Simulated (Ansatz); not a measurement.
CaIrO3 (space group Cmcm)

```yaml
crystal:
  lattice:
    - [1.58673, -4.83552, 0.00000]
    - [1.58673, 4.83552, 0.00000]
    - [0.00000, 0.00000, 7.24744]
  atoms:
    - { symbol: Ca, position: [0.25195, 0.74805, 0.25000] }
    - { symbol: Ca, position: [0.74805, 0.25195, 0.75000] }
    - { symbol: Ir, position: [0.50000, 0.50000, 0.00000] }
    - { symbol: Ir, position: [0.50000, 0.50000, 0.50000] }
    - { symbol: O, position: [0.12620, 0.87380, 0.95081] }
    - { symbol: O, position: [0.87380, 0.12620, 0.04919] }
    - { symbol: O, position: [0.87380, 0.12620, 0.45081] }
    - { symbol: O, position: [0.12620, 0.87380, 0.54919] }
    - { symbol: O, position: [0.57674, 0.42326, 0.25000] }
    - { symbol: O, position: [0.42326, 0.57674, 0.75000] }
```

This relaxed cell (volume V₀) is scaled evenly in all directions, its shape held. The atoms relax within the cell's symmetry.

These are PBEsol (plane waves to 420 eV, PAW, scalar-relativistic; Ansatz, an electronic-structure program) values and carry that method's errors. k mesh 15×15×7 (Γ-centred), Fermi-Dirac smearing 0.05 eV. The energy includes the smearing's −TS. Stress and pressure are positive under compression. With the shape held, the modulus is that of even scaling; a crystal free to change shape is softer. CaIrO3 is run without spin polarisation and with no Hubbard U. CaIrO3 was relaxed with its symmetry unable to fall. Spin-orbit coupling is left out, though Ir is heavy. The zero of ΔE is the relaxed starting cell. The last digit holds for this mesh only.

```
V (Å³/atom)  ΔE (meV/atom)
-----------  -------------
9.342                221.3
9.698                132.0
10.054            withheld
10.410                28.9
10.766                 6.8
11.121                 0.0
11.477                 6.0
11.833                22.5
12.189                47.7
12.545                79.7
12.901               116.9
```

**Question.** Fit a third-order Birch-Murnaghan form (E₀, V₀, B₀, B₀′ free) to the given rows and predict ΔE at V = 10.054.

**Answer.** Least squares on the 10 given rows: ΔE = E₀ + (9V₀B₀/16)·y²·[2 + (B₀′ − 4)y], y = (V₀/V)^(2/3) − 1, with V₀ = 11.121 Å³/atom, B₀ = 176.4 GPa (160.2 GPa = 1 eV/Å³; the term in eV is multiplied by 1000), B₀′ = 4.93, E₀ = 0.27 meV/atom; root-mean-square residual 0.24 meV/atom. At 10.054 the fit gives 69.1 meV/atom; the calculation gives 69.4 meV/atom, so the interpolation is off by -0.3 (-0.4 %). For the pressure the fit gives 22.8 GPa against the computed 22.9 GPa.

(Under strain, the slope of the energy per volume gives the stress and its curvature an elastic modulus.)
